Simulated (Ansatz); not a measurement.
The relaxed structure here is a generated cell of Cu: the first start was made by placing the elements on the sites of a structure type, and the end was not matched to a known phase here, so it may be hypothetical. Known forms of Cu include space group No. 225.

The end point of a relaxation of Cu. Calculation: PBEsol (plane waves to 420 eV, PAW, scalar-relativistic; Ansatz, an electronic-structure program).

```xyz
1
Lattice="2.3595 0.0000 0.0000 0.0000 2.3595 0.0000 0.0000 0.0000 2.3595" Properties=species:S:1:pos:R:3 pbc="T T T"
Cu     0.0000     0.0000     0.0000
```

**Question.** Determine the symmetry and give the standard cell with its independent sites.

**Answer.** Space group Pm-3m (No. 221); a = b = c = 2.360 Å, α = β = γ = 90.00°

```tsv
atom	site	symmetry	x	y	z
Cu	1a	m-3m	0.0000	0.0000	0.0000
```

This is the simple cubic type.

**Question.** Give the shortest distances between elements (the closest pairs, up to four, under 3.6 Å).

**Answer.** Cu–Cu 2.36 Å.

```yaml
volume_per_atom: 13.14 Å³
band_gap: zero (metallic)
```

No spin polarisation in the result.

The run could not lose the symmetry of its start: the end is stationary, and may be a saddle point rather than a minimum.
